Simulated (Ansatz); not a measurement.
SiO$_{2}$:
```
CELL_PARAMETERS angstrom
      3.77425     0.00000     0.00000
      0.00000     3.77425     0.00000
      0.00000     0.00000     3.77425
ATOMIC_POSITIONS crystal
  Si 0.50000 0.50000 0.50000
  Si 0.00000 0.00000 0.00000
  O  0.25000 0.25000 0.25000
  O  0.25000 0.75000 0.75000
  O  0.75000 0.75000 0.25000
  O  0.75000 0.25000 0.75000
```

Relaxed with r²SCAN. Independent-particle spectrum: no excitons, no local fields, no scissors shift; 0.1 eV broadening; ε₁ of the summed bands alone.

### Question
Tabulate the dielectric function from r²SCAN in the plane-wave PAW code Ansatz.

### Answer


```
E (eV)  ε₁ xx  ε₂ xx
------  -----  -----
0.0      2.95   0.00
0.3      2.95   0.00
0.6      2.95   0.00
0.9      2.96   0.00
1.2      2.97   0.00
1.5      2.98   0.00
1.8      2.99   0.00
2.1      3.01   0.00
2.4      3.02   0.00
2.7      3.05   0.00
3.0      3.07   0.00
3.3      3.10   0.00
3.6      3.14   0.00
3.9      3.18   0.00
4.2      3.22   0.00
4.5      3.27   0.00
4.8      3.33   0.00
5.1      3.40   0.00
5.4      3.49   0.00
5.7      3.60   0.00
6.0      3.74   0.00
6.3      4.00   0.04
6.6      4.12   0.29
6.9      4.19   0.40
7.2      4.33   0.48
7.5      4.68   0.74
7.8      4.64   1.16
8.1      4.60   1.42
8.4      4.59   1.68
8.7      4.59   2.04
9.0      4.34   2.37
9.3      4.21   2.68
9.6      3.64   3.24
9.9      2.84   2.89
10.2     2.89   2.33
10.5     3.11   2.17
10.8     3.61   2.40
11.1     3.00   2.88
11.4     2.91   2.67
11.7     3.08   2.50
12.0     3.02   3.35
```

### Question
From ε at 7.3 eV (xx: 4.42 + 0.50i), find n, k, the normal reflectivity and the absorption coefficient.

### Answer
n = 2.11, k = 0.119, R = 13 %, α = 2kE/ħc = 88000 cm⁻¹.

With all bands, ε∞ without local fields is 3.12. DFPT, with local fields, gives 3.12.

Space group Pn-3m. The first step of the workflow began from a Materials Project structure, measured or hypothetical; the Crystallography Open Database copy checked does not list it. It is not the phase usual at ambient conditions (space group No. 92, 152, 154). The cell was relaxed with r²SCAN under the symmetry of its start; phonons on a q-mesh show no instability.

Potentials: the earlier of the program's two PAW sets.
